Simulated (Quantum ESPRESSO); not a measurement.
Ga2Hf3YTaIn, a curve over one atom's position

A calculation, not a measurement. The program is pw.x of Quantum ESPRESSO 7.5 (plane-wave density functional theory). The cell is made up: eight metal atoms on a hexagonal close-packed lattice, with elements, volume, strain and displacements drawn at random and not relaxed, so it may be unstable or far from any real phase. PseudoDojo standard norm-conserving files set the functional (PBE unless stated); there is no spin polarisation or spin-orbit coupling, the Fermi-Dirac width of 0.25 eV means electrons at about 2900 K, and the masses in the input are unused placeholders. Heavy elements are run without spin-orbit coupling, which real alloys of them have. A spin test at this wide smearing found no moment, but such smearing suppresses magnetism that the real alloy may have.

Seven runs move atom 6 (Hf, counted in the order of the input) along x and keep all else fixed.

Input of the run at +0.0026:

```
&control calculation='scf', pseudo_dir='./dojo.nc.sr.pbe.v0_5.standard.upf', outdir='./o', disk_io='minimal', tprnfor=.true., tstress=.true. /
&system ibrav=0, nat=8, ntyp=5, nbnd=64, ecutwfc=79.96652505, nosym=.true., tot_charge=0,
 occupations='smearing', smearing='fd', degauss=0.0183746611
/
&electrons conv_thr=1.470e-08, electron_maxstep=70, mixing_beta=0.5 /
ATOMIC_SPECIES
Ga 1.0 Ga.upf
Hf 1.0 Hf.upf
In 1.0 In.upf
Ta 1.0 Ta.upf
Y 1.0 Y.upf
CELL_PARAMETERS angstrom
4.7364 -2.7293 0.0468
-3.2106 -0.006 -5.1497
3.2026 5.5365 0.0116
ATOMIC_POSITIONS angstrom
Ga 0.1166 0.0178 -0.0243
Hf 1.5009 2.7895 -0.0468
Ga -0.074 1.7416 -2.5203
Y 1.461 4.6541 -2.6284
Ta 3.2051 0.0266 0.1589
Hf 4.7774 2.7715 0.0186
Hf 1.7542 -1.0223 -2.6302
In 3.0326 1.9239 -2.4873
K_POINTS automatic
5 5 4 1 1 1
```

| shift of atom 6 along x (Å) | free energy less that of the input shown (eV) | Fx on atom 6 (eV/Å) | Fy on atom 6 (eV/Å) | Fz on atom 6 (eV/Å) | pressure (GPa) | iterations |
| --- | --- | --- | --- | --- | --- | --- |
| -0.1565 | 0.0241 | 0.463 | 0.003 | 0.008 | -4.12 | 14 |
| -0.0832 | 0.0011 | 0.170 | 0.080 | 0.065 | -4.21 | 14 |
| -0.0451 | -0.0027 | 0.029 | 0.126 | 0.099 | -4.23 | 14 |
| +0.0026 | 0.0000 | -0.140 | 0.190 | 0.145 | -4.23 | 14 |
| +0.0269 | 0.0044 | -0.223 | 0.225 | 0.169 | -4.22 | 14 |
| +0.1262 | 0.0429 | -0.550 | 0.380 | 0.278 | -4.11 | 14 |
| +0.1531 | 0.0589 | -0.638 | 0.425 | 0.309 | -4.07 | 16 |

A cubic fit gives dFx/dx = -3.46 eV/Å² at zero shift. Across the table the energy follows the integral of the force to 0.1 meV. A rerun of one of the cells at a higher cutoff and on a denser mesh moved values by no more than 0.002 eV in energy, 0.02 GPa in stress and 0.004 eV/Å in force, and a second program with other atomic files agreed on that cell to 2 % rms in force and 0.5 GPa in pressure.